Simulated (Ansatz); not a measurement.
Clusters are cut from relaxed bulk Hf (Im-3m, not its usual structure, 21.27 Å³/atom, gap on the mesh 0.00 eV) and relaxed in a periodic box with vacuum; the excess energy counts from that bulk.

Theory: DFT PBEsol, scalar-relativistic, plane waves, PAW in Ansatz 0.2.0.

Cutoff 420 eV; k points 1×1×1 on the computed 4-atom cell (Γ-centred); Gaussian smearing, width 0.05 eV; collinear spin from starting moments 1.2 1.2 1.2 1.2 μB.

Start (Hf4, sphere cut, shaken):

```
CELL_PARAMETERS angstrom
10.20000 0.00000 0.00000
0.00000 12.30000 0.00000
0.00000 0.00000 12.60000
ATOMIC_POSITIONS crystal
Hf 0.41267 0.35554 0.49819
Hf 0.40516 0.64062 0.51300
Hf 0.58651 0.47987 0.36270
Hf 0.59562 0.49943 0.64481
```

**Question.** Give the relaxed structure and its energy.

**Answer.** The free energy falls by 790 meV/atom.

* excess energy (eV per host atom): 3.409
* gap on the mesh (eV): 0.47
* highest filled level or Fermi level under vacuum (eV): 3.47
* size of the moment (μB per cell): 0.00

Relaxed structure:
```
CELL_PARAMETERS angstrom
10.20000 0.00000 0.00000
0.00000 12.30000 0.00000
0.00000 0.00000 12.60000
ATOMIC_POSITIONS crystal
Hf 0.40504 0.38426 0.50672
Hf 0.40713 0.60468 0.50521
Hf 0.59056 0.49222 0.39523
Hf 0.59722 0.49429 0.61154
```

Spin-orbit coupling is left out, which matters for the bands of heavy elements.

Each run keeps its start's symmetry and one magnetic start, so lower states can exist.

Time: 2.8 min on 4 threads of Arm Neoverse V1, on a shared host, peak memory 1.4 GiB.